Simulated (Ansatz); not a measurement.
YTaN₃ (cubic perovskite, Pm-3m) at seven volumes, PBEsol (plane waves, PAW; program Ansatz), scaled uniformly. One row is withheld.

| V (Å³/atom) | P (GPa) |
|---|---|
| 11.774 | 24.81 |
| 12.162 | 15.08 |
| 12.550 | 6.96 |
| 12.938 | 0.00 |
| 13.327 | -6.06 |
| 13.715 | ? |
| 14.103 | -15.91 |

Question: Fit the shown pressures and predict the withheld one.

Answer: Third-order Birch–Murnaghan: P = (3/2)B₀(x^(7/2) − x^(5/2))[1 + (3/4)(B′ − 4)(x − 1)] with x = (V₀/V)^(2/3). Least squares on the six rows gives V₀ = 12.935 Å³/atom, B₀ = 218.0 GPa, B′ = 3.99. At V = 13.715, x = 0.9617 and P = -11.36 GPa. The run itself gave -11.34 GPa.

The start of the workflow was typed in or built on a structure type; neither database checked (COD, Materials Project) lists it. Its standing as an ambient phase is unchecked. Symmetry was held in the PBEsol relaxation. At this level the phase is dynamically unstable (imaginary phonons). The run is not spin-polarised. Spin–orbit coupling is left out wherever it is not named.

Potentials: the earlier of the program's two PAW sets. The files were generated under PBE; for other functionals the program regenerates the frozen cores, and for LDA and PBEsol the local potential too.
